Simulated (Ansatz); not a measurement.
**Pd: from a starting cell to a relaxed one**

The start is a generated cell, Pd built in the beta-W structure type. The structure is fully relaxed (lattice and positions, P = 0) with r2SCAN (plane waves to 500 eV, PAW, scalar-relativistic; Ansatz, an electronic-structure program). First-step values are on the input's coarse k-mesh.

Ansatz input (later rounds restart from its end on a renewed k-mesh):
Ansatz 0.2 input:
```yaml
crystal:
  lattice:
    - [4.933551, 0, 0]
    - [0, 4.933551, 0]
    - [0, 0, 4.933551]
  atoms:
    - { symbol: Pd, position: [0.25, 0, 0.5] }
    - { symbol: Pd, position: [0.75, 0, 0.5] }
    - { symbol: Pd, position: [0, 0.5, 0.25] }
    - { symbol: Pd, position: [0, 0.5, 0.75] }
    - { symbol: Pd, position: [0.5, 0.25, 0] }
    - { symbol: Pd, position: [0.5, 0.75, 0] }
    - { symbol: Pd, position: [0, 0, 0] }
    - { symbol: Pd, position: [0.5, 0.5, 0.5] }
basis: { ecutwfc: 500, ecutrho_ratio: 4, xc_grid: 4, fft_grid_basis: typed }
kpoints: { mp_grid: { grid: [7, 7, 7] } }
hamiltonian:
  xc: r2scan
  dispersion: none
  pseudopotentials: { kind: paw }
scf: { occupations: { method: fermi_dirac, width: 0.05 } }
relax: { f_tol: 0.01, max_steps: 100, cell: { stress_tol: 0.02 } }
output: { forces: true, stress: true }
```

Q: What pressure does the first self-consistent step give?

A: +3.9 GPa (positive: the cell is compressed).

Q: How much energy is released per atom?

A: Under 0.01 eV/atom.

Q: How does the volume change?

A: +2.2 %, from 15.01 to 15.33 Å³/atom.

Q: How do the shortest distances between atoms change?

A: The closest pairs of elements (up to four, under 3.6 Å), start → end: Pd–Pd 2.47 → 2.48 Å.

Q: Give the final cell and atomic positions.

A: 
```cif
data_Pd8
_chemical_formula_sum 'Pd8'
_space_group_name_H-M_alt 'Pm-3n'
_space_group_IT_number 223
_space_group_name_Hall '-P 4n 2 3'
_cell_length_a 4.96867
_cell_length_b 4.96867
_cell_length_c 4.96867
_cell_angle_alpha 90.000
_cell_angle_beta 90.000
_cell_angle_gamma 90.000
loop_
_atom_site_label
_atom_site_type_symbol
_atom_site_symmetry_multiplicity
_atom_site_Wyckoff_symbol
_atom_site_fract_x
_atom_site_fract_y
_atom_site_fract_z
_atom_site_occupancy
Pd1 Pd 6 c 0.00000 0.50000 0.25000 1
Pd2 Pd 2 a 0.00000 0.00000 0.00000 1
```

The space group stays Pm-3n (No. 223) (the run could not lower it), with 8 atoms in the primitive cell. Final values are on a 10×10×10 k-mesh of the relaxed cell. No spin polarisation in the result.

The run could not lose the symmetry of its start: the end is stationary, and may be a saddle point rather than a minimum.

All atoms sit on sites fixed by symmetry, so only the cell could relax.

The relaxed structure here is a generated cell of Pd: the first start was made by placing the elements on the sites of a structure type, and the end was not matched to a known phase here, so it may be hypothetical. Known forms of Pd include space group No. 225.
